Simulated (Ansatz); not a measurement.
MgS:
```yaml
crystal:
  lattice:
    - [3.69215, 0.00000, 0.00000]
    - [0.00000, 3.69215, 0.00000]
    - [0.00000, 0.00000, 6.76813]
  atoms:
    - { symbol: Mg, position: [0.00000, 0.50000, 0.00000] }
    - { symbol: Mg, position: [0.50000, 0.00000, 0.50000] }
    - { symbol: S, position: [0.00000, 0.00000, 0.25000] }
    - { symbol: S, position: [0.00000, 0.00000, 0.75000] }
```

This is the r²SCAN-relaxed structure. x, y and z are the axes in which the lattice vectors are written.

Problem. All from r²SCAN in the plane-wave PAW code Ansatz, unless another level is named. Predict the bulk modulus (Birch–Murnaghan fit).

Solution. 51.9 GPa.

Problem. Predict the elastic constants (relaxed ions, GPa).

Solution. C11 = 113, C12 = 3.7, C13 = 22.1, C33 = 191, C44 = -39.2, C66 = -11.6.

Space group P4_2/mmc. The cell is a constructed one: a structure type filled with these elements; neither database checked (COD, Materials Project) lists it. COD files the formula under space group No. 225, so this cell is another polymorph or a model. Its standing as an ambient phase is unchecked. The cell was relaxed with r²SCAN under the symmetry of its start. At this level the phase is mechanically unstable.

Potentials: the later of the program's two PAW sets.
